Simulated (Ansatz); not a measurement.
The cell below belongs to a search over invented structures; it isn't taken from experiment.

Input and command of a plane-wave DFT calculation in Ansatz:

```yaml
crystal:
  lattice:
    - [-2.09576986, 2.09576986, 5.04488732]
    - [2.09576986, -2.09576986, 5.04488732]
    - [2.09576986, 2.09576986, -5.04488732]
  atoms:
    - { symbol: Nb, position: [0.25244791, 0.25244791, 0.0] }
    - { symbol: Nb, position: [0.74755209, 0.74755209, 0.0] }
    - { symbol: Nb, position: [0.0, 0.0, 0.0] }
    - { symbol: Si, position: [0.75, 0.25, 0.5] }
    - { symbol: Si, position: [0.25, 0.75, 0.5] }
    - { symbol: O, position: [0.5, 0.5, 0.0] }
basis:
  ecutwfc: 420
kpoints:
  mp_grid: { grid: [5, 5, 5] }
hamiltonian:
  xc: pbe
scf:
  occupations: { method: gaussian, width: 0.2 }
  lower_state_search: "off"
output:
  forces: true
  stress: true
  eigenvalues: true
relax:
  adjacent_minimum: "off"
  f_tol: 0.08
  max_steps: 16
  cell: { stress_tol: 0.8 }
```

```bash
ansatz run input.yaml --threads 1 --pin off --max-ram 2560MiB --backend cpu --events-out ev --progress --plain --runs-dir out
```

Processor: Intel(R) Xeon(R) Processor @ 2.50GHz (Skylake/Cascade Lake), 1 thread, on a host shared with other jobs.

Problem. Estimate time, memory and problem size.

Solution. About 2.3 min, peak memory 0.44 GiB. It solves 33 bands at 18 k points (after reduction by symmetry) with about 2267 plane waves (on the last cell), in 70 SCF iterations over 10 ionic steps.
